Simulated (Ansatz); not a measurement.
This MgBeI₄ structure is the end of a relaxation. The cell was found from a structure generator's guess, not taken from experiment.

Level of theory: Ansatz 0.2.0, DFT PBE, scalar-relativistic, plane waves, PAW. Cutoff 420 eV, Γ-centred mesh, Gaussian smearing, no spin polarisation.

```
Mg Be I
1.0
     4.04588    0.00000    0.00000
     0.00000    4.04588    0.00000
     0.00000    0.00000   30.04469
Mg Be I
2 2 8
Direct
  0.50000 0.50000 0.00000
  0.50000 0.50000 0.50000
  0.00000 0.00000 0.75000
  0.00000 0.00000 0.25000
  0.50000 0.00000 0.20261
  0.50000 0.00000 0.56496
  0.00000 0.50000 0.93504
  0.00000 0.50000 0.29739
  0.50000 0.00000 0.79739
  0.50000 0.00000 0.43504
  0.00000 0.50000 0.06496
  0.00000 0.50000 0.70261
```

Energies over the elements count from the elements' standard structures at the same level, with no fitted energy shifts.

Task: Find its symmetry and describe it.

Result: P4_2/mmc (No. 131). Conventional cell: a = 4.046 Å, c = 30.045 Å. Around Mg lie 4 I at 2.81 Å; around Be lie 4 I at 2.47 Å; around I on its first site lie 2 Be at 2.47 Å; I on its second site has 2 Mg at 2.81 Å.

Task: What is its formation energy per atom?

Result: −0.664 eV/atom. Whether it is stable depends on the other phases of the system, which aren't compared here.

Task: Is it a metal?

Result: No, the gap on the 8×8×1 mesh is 2.06 eV.

The last run used an 8×8×1 mesh (in the run's order of axes) for its 12-atom cell and Gaussian smearing of 0.02 eV. No dispersion correction is applied, so the spacing and binding between layers, chains or molecules are poorly described. Spin–orbit coupling, which can matter for I, is left out. Kohn–Sham gaps at this level usually fall short of measured ones. The missing spin–orbit coupling can work the other way here. The reference form of I is held partly by dispersion forces, which this level lacks. A structure relaxed within its symmetry needn't be a true minimum.
